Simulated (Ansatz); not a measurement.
MoRh in space group P-6m2 (No. 187; Mo on 1b, Rh on 1c) at seven volumes, DFT-PBEsol in the program Ansatz with PAW potentials, shape and atoms relaxed at each. One row is withheld.

```
V (Å³/atom)  P (GPa)
-----------  -------
13.016         33.87
13.445         20.66
13.874          9.47
14.303          0.00
14.732             ?
15.162        -14.76
15.591        -20.44
```

Fit the shown pressures and predict the withheld one.

Third-order Birch–Murnaghan: P = (3/2)B₀(x^(7/2) − x^(5/2))[1 + (3/4)(B′ − 4)(x − 1)] with x = (V₀/V)^(2/3). Least squares on the six rows gives V₀ = 14.304 Å³/atom, B₀ = 289.1 GPa, B′ = 4.58. At V = 14.732, x = 0.9805 and P = -7.97 GPa. The run itself gave -8.00 GPa.

The workflow started from a Materials Project entry (that database holds measured and hypothetical structures alike); the Crystallography Open Database copy checked does not list it. With Mo and Rh taken as one species the cell has the higher symmetry P6_3/mmc, so it may be an ordered model of a mixed-site phase. Its standing as an ambient phase is unchecked. The cell was relaxed with PBEsol under the symmetry of its start; whether a distortion lowers the energy is not shown. No spin polarisation was allowed.

Potentials: the later of the program's two PAW sets.
